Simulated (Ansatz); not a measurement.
NbN:
```
CELL_PARAMETERS angstrom
     -1.45594     1.45594     5.16746
      1.45594    -1.45594     5.16746
      1.45594     1.45594    -5.16746
ATOMIC_POSITIONS crystal
  Nb 0.99883 0.99883 0.00000
  Nb 0.74883 0.24883 0.50000
  N  0.41717 0.41717 0.00000
  N  0.16717 0.66717 0.50000
```

Relaxed with PBE. Special points in fractions of this cell's reciprocal vectors: Γ (0.000, 0.000, 0.000); X (0.000, 0.000, 0.500); P (0.250, 0.250, 0.250); N (0.000, 0.500, 0.000); M (0.500, 0.500, -0.500); S (0.270, 0.730, -0.270); S0 (-0.270, 0.270, 0.270); R (-0.040, 0.040, 0.500); G (0.500, 0.500, -0.040).

Task: List the band energies nearest the valence-band maximum at these points for PBE (plane waves, PAW; program Ansatz).

Result: In eV from the valence-band maximum; about four levels below and three above (degenerate sets whole), none deeper than 8.9 eV; points with the same levels are listed once.

```tsv
k	below	above
Γ	-3.07 -3.07 -2.95 -2.88	1.97 2.40 2.68
X	-4.27 -4.27 -0.27 -0.27	3.55 3.55 4.26 4.26
P	-4.43 -4.43 -0.22 -0.22	3.55 3.55 4.22 4.22
N	-4.10 -3.14 -2.14 -1.16	0.91 2.14 2.38
M	-3.50 -3.50 -2.46 -2.46	2.74 2.74 3.01 3.01
S	-4.11 -3.55 -1.94 -0.95	0.67 1.97 2.88
R	-4.24 -4.24 -0.32 -0.32	3.48 3.48 4.14 4.14
```

Space group I4_1md. A made-up cell: these elements were put on the sites of a structure type; neither database checked (COD, Materials Project) lists it. It is not the phase usual at ambient conditions (space group No. 225). Symmetry was held in the PBE relaxation; whether a distortion lowers the energy is not shown. The run is not spin-polarised. Spin–orbit coupling is left out wherever it is not named.

Potentials: the later of the program's two PAW sets.
